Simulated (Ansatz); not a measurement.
Here is an unrelaxed guess for V3W2.

```cif
data_structure
_symmetry_space_group_name_H-M 'P 1'
_symmetry_Int_Tables_number 1
_cell_length_a 5.4634
_cell_length_b 5.4634
_cell_length_c 5.4634
_cell_angle_alpha 90.000
_cell_angle_beta 90.000
_cell_angle_gamma 90.000
_cell_volume 163.07
loop_
_atom_site_label
_atom_site_type_symbol
_atom_site_fract_x
_atom_site_fract_y
_atom_site_fract_z
_atom_site_occupancy
V1 V 0.00000 0.50000 0.50000 1
V2 V 0.00000 0.50000 0.00000 1
V3 V 0.50000 0.00000 0.50000 1
V4 V 0.00000 0.00000 0.50000 1
V5 V 0.50000 0.00000 0.00000 1
V6 V 0.50000 0.50000 0.00000 1
W1 W 0.25000 0.25000 0.25000 1
W2 W 0.25000 0.75000 0.75000 1
W3 W 0.75000 0.75000 0.25000 1
W4 W 0.75000 0.25000 0.75000 1
```

All numbers below come from DFT PBE, scalar-relativistic, plane waves, PAW in Ansatz. Cutoff 420 eV; k points 4×4×4 on the computed 10-atom cell (Γ-centred); Gaussian smearing, width 0.10 eV; collinear spin from starting moments 2.0 2.0 2.0 2.0 2.0 2.0 0.0 0.0 0.0 0.0 μB.

Energies over the elements count from the elements' standard structures at the same level, with no fitted energy shifts.

**Question.** What does a single point on this coarse mesh give?

**Answer.** The pressure is 28.7 GPa (it wants to expand), the largest force is 0.00 eV/Å (symmetry fixes the atoms), and the energy is +1.75 eV/atom against the elements. The shortest distance is 2.37 Å.

**Question.** How much does it gain on relaxing, and where does it end?

**Answer.** Relaxing gains about 0.22 eV/atom (the start's value is from the coarse mesh, so the gain is rough) in 8 ionic steps and ends at +1.53 eV/atom on the finer mesh. The symmetry stays Pn-3m (No. 224). The volume per atom grows by 17.9 %, from 16.3 to 19.2 Å³. The shortest distance goes from 2.37 Å (V–W) to 2.50 Å (V–W). Conventional cell: a = 5.771 Å. V has 4 W at 2.50 Å and 4 V at 2.89 Å; W is surrounded by 6 V at 2.50 Å.

The last run used an 8×8×8 mesh for its 10-atom cell and Gaussian smearing of 0.10 eV. These runs have no spin–orbit coupling, which can matter for W. Trial moments died out on the coarse mesh, so the last step has no spin; another magnetic start might hold. The relaxation can't lower the symmetry of the start. Symmetry constrained the relaxation, so the result can be a saddle point.
